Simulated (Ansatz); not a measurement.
SiW (CsCl type), relaxed with PBE (Ansatz, an electronic-structure program, plane waves, PAW): a = b = c = 3.056 Å, α = β = γ = 90.00°.

```
Property              Value
--------------------  -----
ΔH_f (eV/atom)         0.13
B₀ by P(V) fit (GPa)    233
```

Task: The same phase is relaxed and computed with r²SCAN in the same code. What are the cell and these values now?

Result: a = b = c = 3.036 Å, α = β = γ = 90.00°.

- ΔH_f (eV/atom) = 0.21
- B₀ by P(V) fit (GPa) = 251

Constructed cells (a structure type filled with these elements, in neither database checked): SiW, CsCl type. All cells were relaxed under the symmetry of their starts (and spin orders); stability against distortions was not tested throughout. Rows with no word on spin ran without spin polarisation. Spin–orbit coupling is left out wherever it is not named.

Potentials: the later of the program's two PAW sets.

Ansatz is a plane-wave DFT program.

Formation energies count from the lowest solids of the elements computed at the same level, not from gases.
